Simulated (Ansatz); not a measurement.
NbRu3, DFT, LDA, all-electron LAPW, scalar-relativistic (Ansatz 0.2.0), run on 1 thread of Arm Neoverse V1 on a shared host.

The geometry is COD entry 2310239, unchecked; take it as a test cell. The listed cell was then made from it by scaling, straining or moving an atom.

Command: `ansatz run input.yaml --threads 1 --pin off --max-ram 4096MiB --backend cpu --events-out ev --progress --plain --runs-dir out`

```yaml
crystal:
  lattice:
    - [3.9576, 0.0, 0.0]
    - [0.0, 3.9576, 0.0]
    - [0.0, 0.0, 3.88]
  atoms:
    - { symbol: Nb, position: [0.0, 0.0, 0.0] }
    - { symbol: Ru, position: [0.0, 0.5, 0.5] }
    - { symbol: Ru, position: [0.5, 0.0, 0.5] }
    - { symbol: Ru, position: [0.5, 0.5, 0.0] }
kpoints:
  mp_grid: { grid: [9, 9, 9] }
  band_path:
    path:
      - [0.0, 0.0, 0.0]
      - [0.0, 0.5, 0.0]
      - [0.5, 0.5, 0.0]
      - [0.0, 0.0, 0.0]
      - [0.0, 0.0, 0.5]
      - [0.0, 0.5, 0.5]
      - [0.5, 0.5, 0.5]
      - [0.0, 0.0, 0.5]
      - [0.0, 0.5, 0.0]
    npoints: 5
scf:
  occupations: { method: fermi_dirac, width: 0.05 }
hamiltonian:
  xc: lda
  pseudopotentials: { kind: all_electron, lapw: { basis_error: 0.001 } }
output:
  forces: true
  stress: true
  eigenvalues: true
```

Question: How large is the problem that the program sets up?

Answer: 75 irreducible k-points, 563 plane waves at Γ, 65 bands.

Question: Estimate the wall time and the peak memory.

Answer: 2.4 min of wall time for 12 SCF iterations, with a peak of 0.86 GiB. Times on shared machines scatter by tens of per cent.
